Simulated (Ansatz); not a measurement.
**Notes on Zr$_{2}$CdSnTe$_{4}$**

```xyz
8
Lattice="-4.1157 4.1157 3.5256 4.1157 -4.1157 3.5256 4.1157 4.1157 -3.5256" Properties=species:S:1:pos:R:3 pbc="T T T"
Zr    0.0000    4.1157    0.0000
Zr    4.1157    0.0000    0.0000
Cd    0.0000    0.0000    3.5256
Sn    0.0000    0.0000    0.0000
Te    1.4988    1.4988    1.6893
Te    1.4988   -1.4988    5.3619
Te    2.6168    2.6168   -1.8363
Te   -1.4988    1.4988    5.3619
```

Method: PBE, no spin polarisation; PAW, plane waves to 420 eV, 6×6×6 Γ-centred mesh, fermi-dirac occupations (width 0.1 eV) (Ansatz 0.2.0), atoms fixed.

Which atom feels the largest force, and which way?

The largest is on Te7 (and as large on other atoms): 2.31 eV/Å, components (-1.53, -1.53, 0.78). It makes 161° with the line to a nearest neighbour, Sn4 at 2.71 Å, pointing away from it.

Which element gives electrons and which takes them?

Bader charges in e: Zr +1.01, Cd +0.39, Sn +0.63, Te -0.76. In the mean Zr gives up most and Te takes most.

What do density and ELF say about some of the short contacts?

Sn–Te at 2.71 Å: least valence density 0.44 e/Å³ and ELF 0.54 there. Cd–Te at 2.80 Å: least valence density 0.34 e/Å³ and ELF 0.36 there. Zr–Te at 3.46 Å: least valence density 0.12 e/Å³ and ELF 0.19 there. Both are smooth PAW fields, read partly inside the augmentation spheres.

What does the stress say?

The pressure is 0.0 GPa (compression positive), so with the atoms held at these fractions the cell is close to zero pressure; the forces are large, so a full relaxation may end otherwise. The principal stresses -0.7, -0.7, 1.5 GPa differ, so its shape would change too.

What happens at the Fermi level?

It is a metal, with about 9.4 states/eV a cell as the mean within 0.25 eV of the Fermi level, mostly Zr d (74 %).

Is it stable against the elements?

0.15 eV an atom against the elements' usual phases (free molecules for gases, crystals otherwise, with no correction for O₂ or N₂), so at this geometry it isn't bound against them. Relaxing would lower it.

Origin: a known structure type with other elements, at an estimated volume, so it need not be a known compound. Caveats: many states at the Fermi level without spin polarisation, so a magnetic state may lie lower; atoms or cell far from equilibrium.
